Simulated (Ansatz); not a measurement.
# Property card for MoAs₂

MoAs$_{2}$:
```cif
data_As4Mo2
_chemical_formula_sum 'Mo2 As4'
_space_group_name_H-M_alt 'P 1'
_space_group_IT_number 1
_cell_length_a 4.80734
_cell_length_b 4.80734
_cell_length_c 7.67750
_cell_angle_alpha 62.742
_cell_angle_beta 117.258
_cell_angle_gamma 140.138
loop_
_space_group_symop_operation_xyz
  'x, y, z'
loop_
_atom_site_label
_atom_site_type_symbol
_atom_site_fract_x
_atom_site_fract_y
_atom_site_fract_z
_atom_site_occupancy
Mo1 Mo 0.34669 0.65331 0.29891 1
Mo2 Mo 0.65331 0.34669 0.70109 1
As1 As 0.64594 0.35406 0.03212 1
As2 As 0.35406 0.64594 0.96788 1
As3 As 0.90200 0.09800 0.60691 1
As4 As 0.09800 0.90200 0.39309 1
```

Space group C2/m (No. 12); conventional cell a = 9.039 Å, b = 3.278 Å, c = 7.678 Å, α = γ = 90.00°, β = 119.16°.

Method: PBEsol (plane waves, PAW; program Ansatz). The cell and atoms are relaxed at this level. Other levels are named where they apply.

### Cell and energy

| Property | Value |
|---|---|
| Volume per atom | 16.55 Å³ |
| Density | 8.22 g/cm³ |
| Formation energy from the elements (no fitted shifts) | -0.31 eV/atom |

### Electronic structure

| Item | Value |
|---|---|
| Electronic character | metallic (no gap) |
| Density of states at the Fermi level | 0.34 states/eV per atom (mean over ±0.08 eV) |

### Mechanics

| Item | Result |
|---|---|
| Bulk modulus (Birch–Murnaghan fit) | 1530 kbar |
| Pressure derivative B′ | 4.8 |

The workflow started from a Materials Project entry (that database holds measured and hypothetical structures alike); the Crystallography Open Database copy checked does not list it. COD files the formula under space group No. 5. Its standing as an ambient phase is unchecked. The PBEsol relaxation kept the symmetry of its start; its stability against distortions is not shown here. No spin polarisation was allowed. The references are the lowest solids computed at this level, not always the standard phases. Spin–orbit coupling is left out wherever it is not named.

Potentials: the later of the program's two PAW sets.
